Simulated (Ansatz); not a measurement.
# Computed properties of Ag

Ag:
```yaml
crystal:
  lattice:
    - [5.16190, 0.00000, 0.00000]
    - [0.00000, 5.16190, 0.00000]
    - [0.00000, 0.00000, 5.16190]
  atoms:
    - { symbol: Ag, position: [0.00000, 0.00000, 0.00000] }
    - { symbol: Ag, position: [0.50000, 0.50000, 0.50000] }
    - { symbol: Ag, position: [0.25000, 0.00000, 0.50000] }
    - { symbol: Ag, position: [0.75000, 0.00000, 0.50000] }
    - { symbol: Ag, position: [0.50000, 0.25000, 0.00000] }
    - { symbol: Ag, position: [0.50000, 0.75000, 0.00000] }
    - { symbol: Ag, position: [0.00000, 0.50000, 0.25000] }
    - { symbol: Ag, position: [0.00000, 0.50000, 0.75000] }
```

Space group Pm-3n (No. 223), A15 (β-W type); conventional cell a = b = c = 5.1619 Å, α = β = γ = 90.00°.

Method: DFT-PBEsol in the program Ansatz with PAW potentials. The cell and atoms are relaxed at this level. Other levels are named where they apply.

Cell and energy:

```yaml
volume_per_atom: 17.19 Å³
density: 10.42 g/cm³
```

Electronic structure:

```yaml
electronic_character: metallic (no gap)
Density of states at the Fermi level: 0.29 states/eV per atom (mean over ±0.08 eV)
Gap with spin–orbit coupling: none (metallic)
```

Mechanics:

```yaml
Bulk modulus (Birch–Murnaghan fit): 110 GPa
Pressure derivative B′: 5.7
Elastic constants (relaxed ions, GPa): C11 = 206, C12 = 62.4, C44 = -16.7
mechanical_stability: unstable (C has a negative eigenvalue)
```

Phonons:

```yaml
highest_zone_centre_frequency: 254 cm^-1
zone_centre_stability: no imaginary mode at Γ
```

The start of the workflow was typed in or built on a structure type; neither database checked (COD, Materials Project) lists it. It is not the phase usual at ambient conditions (space group No. 225). Symmetry was held in the PBEsol relaxation. No spin polarisation was allowed. As this level gives no gap, shear constants depend on the k-mesh and smearing (Fermi–Dirac, 0.1 eV here). As this level gives no gap, phonon frequencies hold no LO–TO term and depend on the k-mesh and smearing (Fermi–Dirac, 0.1 eV here). Spin–orbit coupling is left out wherever it is not named.

Potentials: the later of the program's two PAW sets.
